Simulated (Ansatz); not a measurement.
Data:

WC:
```
CELL_PARAMETERS angstrom
      2.71614     0.00000     0.00000
      0.00000     2.71614     0.00000
      0.00000     0.00000     2.71614
ATOMIC_POSITIONS crystal
  W  0.00000 0.00000 0.00000
  C  0.50000 0.50000 0.50000
```

This is the r²SCAN-relaxed structure.

Q: All from plane-wave PAW r²SCAN (Ansatz code), unless another level is named. Predict the electronic character.

A: metallic (no gap).

Q: What about the formation energy from the elements (no fitted shifts)?

A: 0.79 eV/atom.

Q: Give the density of states at the Fermi level.

A: 0.30 states/eV per atom (mean over ±0.08 eV).

Q: What about the gap with spin–orbit coupling?

A: none (metallic).

Space group Pm-3m (CsCl type). A made-up cell: these elements were put on the sites of a structure type; neither database checked (COD, Materials Project) lists it. It is not the phase usual at ambient conditions (space group No. 187). Symmetry was held in the r²SCAN relaxation; whether a distortion lowers the energy is not shown. The run is not spin-polarised. The references are the lowest solids computed at this level, not always the standard phases. Spin–orbit coupling is left out wherever it is not named.

Potentials: the earlier of the program's two PAW sets.
